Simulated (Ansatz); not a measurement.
Input and command of a plane-wave DFT calculation in Ansatz:

```yaml
crystal:
  lattice:
    - [6.3079109284, 0.0, 0.0]
    - [0.0, 6.3079109284, 0.0]
    - [0.0, 0.0, 6.3079109284]
  atoms:
    - { symbol: Al, position: [0.4397835756, 0.9397835756, 0.5602164244] }
    - { symbol: Al, position: [0.9397835756, 0.5602164244, 0.4397835756] }
    - { symbol: Al, position: [0.5602164244, 0.4397835756, 0.9397835756] }
    - { symbol: Al, position: [0.0602164244, 0.0602164244, 0.0602164244] }
    - { symbol: Cu, position: [0.8086417843, 0.3086417843, 0.1913582157] }
    - { symbol: Cu, position: [0.3086417843, 0.1913582157, 0.8086417843] }
    - { symbol: Cu, position: [0.1913582157, 0.8086417843, 0.3086417843] }
    - { symbol: Cu, position: [0.6913582157, 0.6913582157, 0.6913582157] }
    - { symbol: Cu, position: [0.0476733773, 0.8753687796, 0.7008690782] }
    - { symbol: Cu, position: [0.2991309218, 0.5476733773, 0.6246312204] }
    - { symbol: Cu, position: [0.3753687796, 0.7991309218, 0.9523266227] }
    - { symbol: Cu, position: [0.5476733773, 0.6246312204, 0.2991309218] }
    - { symbol: Cu, position: [0.7991309218, 0.9523266227, 0.3753687796] }
    - { symbol: Cu, position: [0.8753687796, 0.7008690782, 0.0476733773] }
    - { symbol: Cu, position: [0.9523266227, 0.3753687796, 0.7991309218] }
    - { symbol: Cu, position: [0.7008690782, 0.0476733773, 0.8753687796] }
    - { symbol: Cu, position: [0.6246312204, 0.2991309218, 0.5476733773] }
    - { symbol: Cu, position: [0.4523266227, 0.1246312204, 0.2008690782] }
    - { symbol: Cu, position: [0.2008690782, 0.4523266227, 0.1246312204] }
    - { symbol: Cu, position: [0.1246312204, 0.2008690782, 0.4523266227] }
basis:
  ecutwfc: 500
kpoints:
  mp_grid: { grid: [6, 6, 6] }
hamiltonian:
  xc: r2scan
scf:
  occupations: { method: gaussian, width: 0.1 }
output:
  forces: true
  stress: true
  eigenvalues: true
  write_density: true
  write_potential: true
  elf: true
  volumetric_format: npy
relax:
  adjacent_minimum: "off"
  f_tol: 0.01
  max_steps: 30
```

```bash
ansatz run input.yaml --threads 4 --pin off --max-ram 10240MiB --backend cpu --events-out ev --progress --plain --runs-dir out
```

Processor: Oxide Virtual Turin-like Processor (Zen 5), 4 threads, on a host shared with other jobs.

Question: How long does it run, and how much memory does it take?

Answer: About 120 s on 4 threads of Oxide Virtual Turin-like Processor (Zen 5), on a shared host, peak memory 2.8 GiB. It solves 190 bands at 24 k points (the mesh reduced by symmetry) with about 6403 plane waves, in 19 SCF iterations over 2 ionic steps.
